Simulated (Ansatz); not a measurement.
In₂SbAs:
```cif
data_As3In6Sb3
_chemical_formula_sum 'In6 Sb3 As3'
_space_group_name_H-M_alt 'R3m :H'
_space_group_IT_number 160
_space_group_name_Hall 'R 3 -2"'
_cell_length_a 4.41172
_cell_length_b 4.41172
_cell_length_c 21.64723
_cell_angle_alpha 90.000
_cell_angle_beta 90.000
_cell_angle_gamma 120.000
loop_
_atom_site_label
_atom_site_type_symbol
_atom_site_symmetry_multiplicity
_atom_site_Wyckoff_symbol
_atom_site_fract_x
_atom_site_fract_y
_atom_site_fract_z
_atom_site_occupancy
In1 In 3 a 0.00000 0.00000 0.99508 1
In2 In 3 a 0.00000 0.00000 0.50465 1
Sb1 Sb 3 a 0.00000 0.00000 0.37570 1
As1 As 3 a 0.00000 0.00000 0.87456 1
```
(The calculation used a cell of 4 atoms; values per cell refer to that cell.)

This is the LDA-relaxed structure.

Question: All from DFT-LDA in the program Ansatz with PAW potentials, unless another level is named. Estimate the electronic character.

Answer: no gap, with almost no states at the Fermi level (zero-gap or semimetallic).

Question: Next, the formation energy from the elements (no fitted shifts)?

Answer: -120 meV/atom.

The first step of the workflow began from a Materials Project structure, measured or hypothetical; the Crystallography Open Database copy checked does not list it. Its standing as an ambient phase is unchecked. The LDA relaxation kept the symmetry of its start; of distortions, only those at the zone centre were tested. A small band overlap can be real or an error of a semilocal functional. The references are the lowest solids computed at this level, not always the standard phases. Scalar-relativistic: spin–orbit coupling is off unless named, which matters more the heavier the elements.

Potentials: the later of the program's two PAW sets.
